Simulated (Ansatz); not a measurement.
**Zone-centre modes in SnSe**

Computed with Ansatz 0.2.0, DFT LDA, scalar-relativistic, plane waves, PAW. Settings: plane waves to 420 eV, k-mesh 6×6×2 (Γ-centred), Gaussian smearing 0.05 eV. No spin polarisation.

The starting cell (relaxed at this level; this form isn't the usual structure):

```
CELL_PARAMETERS angstrom
4.18990 0.00000 0.00000
0.00000 4.18990 0.00000
0.00000 0.00000 21.95925
ATOMIC_POSITIONS crystal
Sn 0.50000 0.00000 0.18908
Sn 0.50000 0.00000 0.68908
Sn 0.00000 0.50000 0.31092
Sn 0.00000 0.50000 0.81092
Se 0.50000 0.00000 0.31089
Se 0.50000 0.00000 0.81089
Se 0.00000 0.50000 0.18911
Se 0.00000 0.50000 0.68911
```

The cell holds layers and no dispersion correction was added, so their binding is poorly described.

Harmonic modes by finite displacements of 0.02 Å, without the LO–TO term. The cell doubles the primitive one, so its zone centre also holds the primitive cell's point q = (0, 0, 1/2).

Problem. At this geometry, is the structure stable against these modes?

Solution. Barely, if at all: no mode is imaginary beyond 10 cm⁻¹, but one beside the three translations lies at 0 cm⁻¹, within the noise of such a run.

Problem. List the wavenumbers in cm⁻¹.

Solution. 0, 0, 0, 0, 1, 1, 23, 23, 23, 23, 45, 45, 45, 45, 61, 61, 106, 106, 106, 106, 170, 171, 194, 196.

Cost: 1 run of about 4.2 core-minutes, on Intel Xeon Processor @ 2.70GHz (shared hosts).